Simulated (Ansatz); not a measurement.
**One input, then a changed one: fcc Ni (111), 4 layers**

First run: DFT, r2SCAN, PAW with Ansatz's default frozen-core files, scalar-relativistic (Ansatz 0.2.0).

Command: `ansatz run input.yaml --threads 2 --pin off --max-ram 6144MiB --backend cpu --events-out ev --progress --plain --runs-dir out` It took 91 s on 2 threads of Arm Neoverse V1, on a shared host, peak memory 0.69 GiB.

```yaml
crystal:
  lattice:
    - [2.459903206, 0.0, 0.0]
    - [-1.229951603, 2.1303386672, 0.0]
    - [0.0, 0.0, 22.0255]
  atoms:
    - { symbol: Ni, position: [0.0, 0.0, 0.3644643249], spin: 1.0 }
    - { symbol: Ni, position: [0.3333333333, 0.6666666667, 0.4545455154], spin: 1.0 }
    - { symbol: Ni, position: [0.6666666667, 0.3333333333, 0.5454544885], spin: 1.0 }
    - { symbol: Ni, position: [0.0, 0.0, 0.6355356705], spin: 1.0 }
magnetization:
  spin_polarized: true
kpoints:
  mp_grid: { grid: [15, 15, 1] }
scf:
  occupations: { method: fermi_dirac, width: 0.1 }
hamiltonian:
  xc: r2scan
  pseudopotentials: { kind: paw }
output:
  forces: true
  stress: true
  eigenvalues: true
efield:
  axis: 3
  amplitude: 0.5
  dipole_correction: true
```

The slab is cut from a bulk crystal relaxed on PAW files (its atoms may have been relaxed since).

This run: field of 0.5 V/Å along the normal.

It converges in 24 SCF iterations, largest force 0.007 eV/Å, cell moment 3.05 μB, cutoff 500 eV.

A second run of a changed input logged this at its end:

```
Error: invalid value for `kpoints.mp_grid.kspacing`: mutually exclusive with `grid` — set one or the other
```

Question: What was wrong with the input?

Answer: The fault: a k mesh that is ill-formed (a zero count, or a grid and a spacing together), by this change (others could give a like log):
```diff
 kpoints:
-  mp_grid: { grid: [15, 15, 1] }
+  mp_grid: { grid: [15, 15, 1], kspacing: 0.3 }
 scf:
   occupations: { method: fermi_dirac, width: 0.1 }
+  max_iter: 50
 hamiltonian:
```
